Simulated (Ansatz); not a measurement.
## SnO2 (P4_2/mnm), zone-centre modes

These are results of DFT r2SCAN, scalar-relativistic, plane waves, PAW in Ansatz, not measurements. The runs took a 500 eV cutoff, a Γ-centred 6×6×8 mesh and Gaussian smearing (0.05 eV). No spin polarisation.

Reference structure (relaxed at this level):

```
Sn O
1.0
     4.76022    0.00000    0.00000
     0.00000    4.76022    0.00000
     0.00000    0.00000    3.20057
Sn O
2 4
Cartesian
  0.0000 0.0000 0.0000
  2.3801 2.3801 1.6003
  1.4561 1.4561 0.0000
  0.9240 3.8362 1.6003
  3.3041 3.3041 0.0000
  3.8362 0.9240 1.6003
```

Harmonic modes by finite displacements of 0.02 Å, without the LO–TO term.

**Question.** At this geometry, is the structure stable against these modes?

**Answer.** Yes: no mode is imaginary beyond 10 cm⁻¹, and only the three translations lie near zero.

**Question.** List the wavenumbers in cm⁻¹.

**Answer.** 0, 0, 0, 119, 151, 241, 241, 284, 284, 372, 460, 466, 466, 563, 598, 598, 625, 764.

Cost: 1 run of about 3.3 core-minutes, on Arm Neoverse V2 (shared hosts).